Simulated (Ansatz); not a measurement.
Bi (A7 type, space group R-3m)

```xyz
2
Lattice="2.2608 1.3053 4.0094 -2.2608 1.3053 4.0094 0.0000 -2.6105 4.0094" Properties=species:S:1:pos:R:3 pbc="T T T"
Bi     0.0000     0.0000     2.8115
Bi     0.0000     0.0000     9.2167
```

The slice is a (1 -1 0 2) plane (indices of the conventional cell) through the point (0.234, 0.234, 0.234) (fractional), spanned by u = [1 0 -1] and v = [010] in vectors of this cell: u (4.52 Å) and v (4.78 Å, at 90° to u). It covers one period; positions are fractions (u, v).

Calculation: r2SCAN+rVV10 (plane waves to 500 eV, PAW, scalar-relativistic; Ansatz, a program for electronic structure). k mesh 13×13×13. Near the nuclei the fields are pseudised (PAW); where an atom keeps semicore shells as valence, they peak there. Bi was relaxed with its symmetry unable to fall. Spin-orbit coupling is left out, though Bi is heavy. The PAW data are Ansatz's earlier set.

Problem. Sketch the electrostatic potential energy of an electron, from the cell's mean on this plane as a map.

Solution. 
| v \ u | 0.00 | 0.12 | 0.23 | 0.35 | 0.46 | 0.58 | 0.69 | 0.81 | 0.92 |
|---|---|---|---|---|---|---|---|---|---|
| 0.86 | x | x | -0.4 | 4.3 | 3.2 | 3.7 | 3.9 | <-1.0 | x |
| 0.71 | 2.5 | 3.8 | 2.7 | <-1.0 | x | x | <-1.0 | 3.9 | 3.2 |
| 0.57 | 7.6 | 6.6 | -0.4 | x | x | x | x | 3.4 | 7.2 |
| 0.43 | 7.6 | 7.0 | 3.3 | x | x | x | <-1.0 | 5.2 | 7.4 |
| 0.29 | 2.9 | 4.2 | 5.7 | 4.9 | 3.1 | 3.6 | 5.4 | 5.4 | 3.5 |
| 0.14 | x | x | -0.1 | 6.3 | 7.6 | 7.4 | 5.1 | <-1.0 | x |
| 0.00 | x | x | <-1.0 | 5.3 | 7.5 | 7.2 | 3.1 | x | x |

Values: electrostatic potential energy of an electron, from the cell's mean, in eV. Points within 1 Å of a nucleus are blanked (x), as the pseudised field means little there. Values under -1 eV are set to -1. The zero, the cell's mean, hangs on the PAW cores.
